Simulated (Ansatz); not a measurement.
The relaxed structure here is a generated cell of TaSi2: the first start was made by placing the elements on the sites of a structure type, and the end was not matched to a known phase here, so it may be hypothetical. Known forms of TaSi2 include space group No. 181.

One starting cell of TaSi$_{2}$ (a generated trial cell of TaSi2 in the fluorite structure type) was relaxed twice with Ansatz (plane waves, PAW, scalar-relativistic): with r2SCAN at 500 eV and with PBE at 420 eV. The r2SCAN result:

Space group Fm-3m (No. 225); a = 6.0284 Å, b = 6.0284 Å, c = 6.0284 Å, α = 90.00°, β = 90.00°, γ = 90.00°

```csv
atom,site,symmetry,x,y,z
Ta,4a,m-3m,0.0000,0.0000,0.0000
Si,8c,-43m,0.2500,0.2500,0.2500
```
(The calculation used a cell of 3 atoms; values per cell refer to that cell.)

| quantity | r2SCAN | PBE |
|---|---|---|
| space group | Fm-3m | Fm-3m |
| volume (Å³/atom) | 18.26 | 18.53 |
| a (Å) | 6.028 | 6.058 |
| gap (eV, no spin-orbit coupling) | 0.00 | 0.00 |

Both levels end in the same structure; PBE's volume is 1.5 % larger. Neither column is exact.

No spin polarisation in the result. The relaxed primitive cell holds an odd number of electrons. A magnetic state may lie lower.

The run could not lose the symmetry of its start, so the end can be a saddle point.

All atoms sit on sites fixed by symmetry, so only the cell could relax.

Ansatz is a quantum-chemistry and plane-wave program.
